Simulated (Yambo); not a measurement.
AgCl (space group Cmcm, No. 63), G0W0@LDA (Yambo, plasmon pole, terminator in G, 4×4×4 mesh): gap (0.25, 0.25, 0) → Γ in eV by bands and screening block.

| bands (W and G) | 2 Ry | 3 Ry | 4 Ry | 5 Ry | 6 Ry |
|---|---|---|---|---|---|
| 36 | … | … | 2.41 | 2.38 | 2.38 |
| 47 | 2.21 | 2.15 | 2.11 | 2.10 | 2.10 |
| 62 | 2.02 | 1.95 | 1.92 | 1.93 | 1.93 |
| 80 | 1.93 | 1.85 | 1.82 | … | 1.84 |
| 99 | 1.88 | 1.79 | 1.76 | 1.77 | 1.78 |

Question: Estimate the withheld gaps from their neighbours; the computed values follow.

Answer: 
- 36, 2 Ry: 2.52
- 36, 3 Ry: 2.46
- 80, 5 Ry: 1.83

The largest settings aren't shown to be the converged limit.

Spin-orbit coupling is not included.

Geometry relaxed with LDA; primitive cell a = b = 5.6143 Å, c = 3.7742 Å, α = β = 90.00°, γ = 141.94°.

This is not the ordinary phase of the substance; no match was found in the copy of COD used, and its stability was not checked.
